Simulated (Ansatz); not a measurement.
A trial cell of SiC4, before relaxation:

```yaml
crystal:
  lattice:
    - [1.68813, 0.97464, 5.51340]
    - [-1.68813, 0.97464, 5.51340]
    - [0.00000, -1.94928, 5.51340]
  atoms:
    - { symbol: Si, position: [0.00000, 0.00000, 0.00000] }
    - { symbol: C, position: [0.62500, 0.62500, 0.62500] }
    - { symbol: C, position: [0.12500, 0.12500, 0.12500] }
    - { symbol: C, position: [0.87500, 0.87500, 0.87500] }
    - { symbol: C, position: [0.37500, 0.37500, 0.37500] }
```

The calculation used DFT PBE, scalar-relativistic, plane waves, PAW in Ansatz 0.2.0. Cutoff 420 eV, Gaussian smearing, Γ-centred meshes. Cell and atoms relax first on a coarse mesh and then on a finer one. In between, the cell is made exact in the group found at 0.06 Å. In metals the finer mesh still leaves noise of several meV/atom or more. The steps can't lower the symmetry of their start. No spin polarisation in the relaxation; trial moments died out in a coarse test.

A guess keeps its type if space group and coordination stay and the shape of the cell changes little (axis ratios within about 15 %, angles within 6°); the volume may change.

**Question.** Does it keep its structure type, or change into something else?

**Answer.** It doesn't keep its type. The symmetry stays R-3m (No. 166). The volume per atom grows by 8.7 %, from 10.9 to 11.8 Å³. The shortest distance goes from 2.07 Å (Si–C) to 1.52 Å (C–C). The ratio c/a of the conventional cell changes by a factor of 2.28. Counting neighbours within 15 % of an atom's shortest distance, the start has C 1/3, Si 8 and the end C 3, Si 6. In detail, at the end Si has 6 C at 1.90 Å; C on its first site has 3 Si at 1.90 Å; C on its second site has 3 C at 1.52 Å.

```cif
data_structure
_symmetry_space_group_name_H-M 'R-3m:H'
_symmetry_Int_Tables_number 166
_cell_length_a 2.6396
_cell_length_b 2.6396
_cell_length_c 29.4203
_cell_angle_alpha 90.000
_cell_angle_beta 90.000
_cell_angle_gamma 120.000
_cell_volume 177.53
loop_
_atom_site_label
_atom_site_type_symbol
_atom_site_symmetry_multiplicity
_atom_site_Wyckoff_symbol
_atom_site_fract_x
_atom_site_fract_y
_atom_site_fract_z
_atom_site_occupancy
Si1 Si 3 a 0.00000 0.00000 0.00000 1
C1 C 6 c 0.66667 0.33333 0.96160 1
C2 C 6 c 0.33333 0.66667 0.83333 1
```

Formation energies are uncorrected and refer to the elements' standard structures at the same level.

**Question.** At what energy does it end?

**Answer.** +1.67 eV/atom. It can't be a ground state, since the elements alone are lower.

The last run used an 18×18×18 mesh for its 5-atom cell and Gaussian smearing of 0.10 eV. Weakly bound directions are ill-defined at this level, which has no dispersion term. The reference form of C is held partly by dispersion forces, which this level lacks. Symmetry constrained the relaxation, so the result can be a saddle point.

In counts of neighbours, a slash parts the counts of unlike sites.
